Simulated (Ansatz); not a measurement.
## Ni: from a starting cell to a relaxed one

The start is a generated cell, Ni placed in the AFLOW prototype A_aP4_2_aci. The structure is fully relaxed (lattice and positions, P = 0) with r2SCAN (plane waves to 500 eV, PAW, scalar-relativistic; Ansatz, a program for electronic structure). The first steps use a coarse 13×11×5 k-mesh.

Initial structure:
```yaml
crystal:
  lattice:
    - [2.40843, 0.00000, 0.00000]
    - [0.24110, 2.84145, 0.00000]
    - [0.10485, 0.47205, 6.37313]
  atoms:
    - { symbol: Ni, position: [0.00000, 0.00000, 0.00000] }
    - { symbol: Ni, position: [0.00000, 0.00000, 0.50000] }
    - { symbol: Ni, position: [0.43300, 0.57200, 0.25900] }
    - { symbol: Ni, position: [0.56700, 0.42800, 0.74100] }
```
Spin-polarised start, with parallel moments on Ni.

### Question
What pressure does the first self-consistent step give?

### Answer
+3.7 GPa (positive: the cell is compressed).

### Question
What is the largest force in the starting geometry, and on which atom (counted from 1)?

### Answer
1.99 eV/Å, on Ni3, Ni4 (atoms numbered as listed).

### Question
How does the volume change?

### Answer
-3.4 %, from 10.90 to 10.53 Å³/atom.

### Question
How do the shortest distances between atoms change?

### Answer
The closest pairs of elements (up to four, under 3.6 Å), start → end: Ni–Ni 2.20 → 2.46 Å.

Final values are on a 23×23×23 k-mesh of the relaxed cell. Spin state reached: ferromagnetic (net 0.74 μB/atom), from parallel starting moments; other spin orders were not run from this start. r2SCAN tends to overstate moments in metals.

The run could not lose the symmetry of its start; a randomly shaken copy of 2 atoms returns to this structure.
